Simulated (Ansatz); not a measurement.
An input for the plane-wave PAW code Ansatz:

```yaml
crystal:
  lattice:
    - [0.0, 2.0043338702, 2.0043338702]
    - [2.0043338702, 0.0, 2.0043338702]
    - [2.0043338702, 2.0043338702, 0.0]
  atoms:
    - { symbol: Pt, position: [0.0, 0.0, 0.0] }
basis:
  ecutwfc: 420
  ecutrho_ratio: 4
kpoints:
  mp_grid: { grid: [18, 18, 18] }
hamiltonian:
  xc: pbe
scf:
  occupations: { method: gaussian, width: 0.05 }
output:
  forces: true
  stress: true
  eigenvalues: true
```

Task: What will the run give?

Result: Pressure -6.7 GPa, gap on the mesh zero (metallic) (PBE, scalar-relativistic).

What the program printed, in part:

```
Pseudopotentials: kind: paw
Pseudopotential: Pt, paw, valence charge 18, recommended cutoff 420 eV (normal), Pt.paw.azcp
Crystal: 1 atoms, lattice volume = 16.104 Å³
Basis set: ecut = 420 eV, 331 PW (Γ), exchange–correlation on 40×40×40 points (8 copies of the dense FFT grid, shifted against one another)
Bands: 13, of which v1, the nominal top of the filled ones, is band 9 counted from 1 (8 counted from 0)
Symmetry: 48 space group operations
Space group: Fm-3m (ITA 225), of the structure as read, at distance tolerance 2.5e-5 Å
k-points: 195 of 5832
Initial density: superposition of atomic densities (neutral atoms: chi_scale 0, normalization atom), corrected by the library's trained network
Initial wavefunctions: pseudopotential atomic-orbital guess
Functional: x = pbe(κ = 0.804, μ = 0.21951), c = pbe(β = 0.06672)
```

SCF trace (energy estimate counted from the last row):
| iteration | ΔE (eV) | density residual (eV) |
| --- | --- | --- |
| 1 | 5.1e-04 | 3.48e-4 |
| 2 | 1.5e-04 | 1.17e-4 |
| 3 | -4.0e-06 | 9.46e-6 |
| 4 | 0.000 | 1.81e-7 |
| 5 | 0.000 | 6.21e-8 |
| 6 | 0.000 | 5.42e-10 |

```
SCF 1 converged in 6 iterations: F = -12523.002021 eV  dr2 = 5.42e-10
SCF converged after 6 iterations
Free energy (F): -12523.002021 eV
E sigma→0 (E₀):  -12523.000470 eV
Entropy (-TS):   -0.003102 eV (-3.102 meV/atom)
Fermi energy:    21.433578 eV
--- Forces (eV/Å), atoms counted from 1 ---
  atom   1  Pt     0.00000000     0.00000000     0.00000000
--- Stress (GPa, compression-positive) ---
       -6.708753       0.000000       0.000000
        0.000000      -6.708753       0.000000
        0.000000       0.000000      -6.708753
  P = ⅓ Tr σ = -6.7088 GPa (-67.088 kbar)
```

Total energies depend on the potentials used, so only differences within one code and one set of settings carry meaning.

Scalar-relativistic only: spin–orbit splittings of the heavy atoms' levels are missing.
